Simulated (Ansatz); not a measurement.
Relaxed candidate structures of FeNi$_{3}$:

A. Pm-3m (No. 221), cP4, Cu3Au type; a = 3.4891 Å, b = 3.4891 Å, c = 3.4891 Å, α = 90.00°, β = 90.00°, γ = 90.00°; Ni 3c (0.000, 0.500, 0.500); Fe 1a (0.000, 0.000, 0.000); ferromagnetic

B. Pmmm (No. 47), oP4; a = 2.457 Å, b = 3.490 Å, c = 4.940 Å, α = 90.00°, β = 90.00°, γ = 90.00°; Ni 1a (0.000, 0.000, 0.000); Ni 2t (0.500, 0.500, 0.247); Fe 1c (0.000, 0.000, 0.500); ferromagnetic

Task: Order them by energy per atom (lowest first) at the level PBEsol (plane waves to 420 eV, PAW, scalar-relativistic; Ansatz, a first-principles code).

Result: A (reference, the lowest among the structures calculated here), B (+0.03 eV/atom)

Each run could gain symmetry but not lose that of its start, so entries can be saddle points. From databases, or of a type measured for this composition: Pm-3m, cP4, Cu3Au type, ferromagnetic; the others are generated cells (placed on structure types, drawn at random, substituted or restacked) that were not matched to a known phase here. Each structure is listed in the lowest spin state found for it. Energies are at zero temperature and pressure, without zero-point motion. The runs use different k-meshes, so differences are rounded accordingly. Spin states reached: ferromagnetic; spin orders were not searched systematically.
